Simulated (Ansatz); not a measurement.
Starting cell, InP (zinc blende):

```
InP
1.0
    0.00000     5.95980     5.95980
    2.97990     2.97990     5.95980
    2.97990     2.97990     0.00000
P In
2 2
Direct
  0.00000   0.75000   0.75000
  0.50000   0.75000   0.75000
  0.00000   0.00000   0.00000
  0.50000   0.00000   0.00000
```

A phonon eigenvector at X = (0.5, 0.5, 0.0) is frozen into this cell: atom i moves by Q times the vector below, so Q is the largest atomic displacement, in Å. The cell is held. (q is in reciprocal vectors of the primitive cell; the cell shown is doubled to hold the pattern.)

```tsv
atom	x	y	z
P1	0.000	0.000	1.000
P2	0.000	0.000	-1.000
```

Atoms not listed stay in place.

Calculation: PBE (plane waves to 420 eV, PAW, scalar-relativistic; Ansatz, a quantum-chemistry and plane-wave program). k mesh 10×10×10 (Γ-centred), Fermi-Dirac smearing 0.05 eV. The energy includes the smearing's −TS. InP was relaxed with its symmetry unable to fall. The PAW data are Ansatz's earlier set. The zero of ΔE is the undisplaced structure.

```json
[
 {"Q (Å)": "-0.180", "ΔE (meV/cell)": "343"},
 {"Q (Å)": "-0.150", "ΔE (meV/cell)": "withheld"},
 {"Q (Å)": "-0.120", "ΔE (meV/cell)": "153"},
 {"Q (Å)": "-0.090", "ΔE (meV/cell)": "86"},
 {"Q (Å)": "-0.060", "ΔE (meV/cell)": "38"},
 {"Q (Å)": "-0.030", "ΔE (meV/cell)": "10"},
 {"Q (Å)": "0.000", "ΔE (meV/cell)": "0"},
 {"Q (Å)": "0.030", "ΔE (meV/cell)": "10"},
 {"Q (Å)": "0.060", "ΔE (meV/cell)": "38"},
 {"Q (Å)": "0.090", "ΔE (meV/cell)": "86"},
 {"Q (Å)": "0.120", "ΔE (meV/cell)": "153"},
 {"Q (Å)": "0.150", "ΔE (meV/cell)": "withheld"},
 {"Q (Å)": "0.180", "ΔE (meV/cell)": "343"}
]
```

Problem. Fit an even polynomial form (powers 2, 4) to the given rows and predict ΔE at Q = -0.150.

Solution. Least squares on the 11 given rows: ΔE = (10640)·Q² + (-1635)·Q⁴, in meV/cell with Q in Å; root-mean-square residual 0.2 meV/cell. At -0.150 the fit gives 239 meV/cell; the calculation gives 239 meV/cell, the same to the digits shown. The quadratic term alone would give 239 meV/cell.

(A displaced cell: forces are minus the slopes of the energy, force constants its curvatures, and phonons follow from these.)
